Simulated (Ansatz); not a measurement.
Consider the following.

SiC:
```
SiC
1.0
    3.07810     0.00000     0.00000
   -1.53905     2.66571     0.00000
    0.00000     0.00000    10.07620
Si C
4 4
Cartesian
  1.53905   0.88857   9.44981
  0.00000   1.77714   4.41171
  0.00000   0.00000   6.93149
  0.00000   0.00000   1.89339
  1.53905   0.88857   7.55517
  0.00000   1.77714   2.51707
  0.00000   0.00000   5.04259
  0.00000   0.00000   0.00449
```

This is the PBEsol-relaxed structure. x, y and z are the axes in which the lattice vectors are written.

### Question
All from PBEsol (plane waves, PAW; program Ansatz), unless another level is named. Predict the piezoelectric stress constants (proper, relaxed ions, C/m²).

### Answer
e15 = e24 = 0.05, e31 = e32 = 0.11, e33 = -0.26.

### Question
Predict the Poisson's ratio.

### Answer
0.17.

Space group P6_3mc (4H polytype). Symmetry was held in the PBEsol relaxation. Signs of piezoelectric constants follow the polarity of the cell as given.

Potentials: the earlier of the program's two PAW sets. The files were generated under PBE; for other functionals the program regenerates the frozen cores, and for LDA and PBEsol the local potential too.
